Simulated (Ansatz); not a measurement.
Here is the system:

Cd (simple rhombohedral, space group No. 166), a = 3.206 Å, b = 3.206 Å, c = 7.107 Å, α = 90.00°, β = 90.00°, γ = 120.00°; the cell used has 1 atom.

This is the PBEsol-relaxed structure.

Q: All from PBEsol in the plane-wave PAW code Ansatz, unless another level is named. Estimate the density of states at the Fermi level.

A: 0.33 states/eV per atom (mean over ±0.08 eV).

Q: Give the gap with spin–orbit coupling.

A: none (metallic).

Space group R-3m (simple rhombohedral). The workflow started from a Materials Project entry (that database holds measured and hypothetical structures alike); the Crystallography Open Database copy checked does not list it. It is not the phase usual at ambient conditions (space group No. 194). Symmetry was held in the PBEsol relaxation; whether a distortion lowers the energy is not shown. Axis ratios of metals converge slowly with the k-mesh, so a and c are less sure than the volume. Scalar-relativistic: spin–orbit coupling is off unless named, which matters more the heavier the elements.

Potentials: the later of the program's two PAW sets.
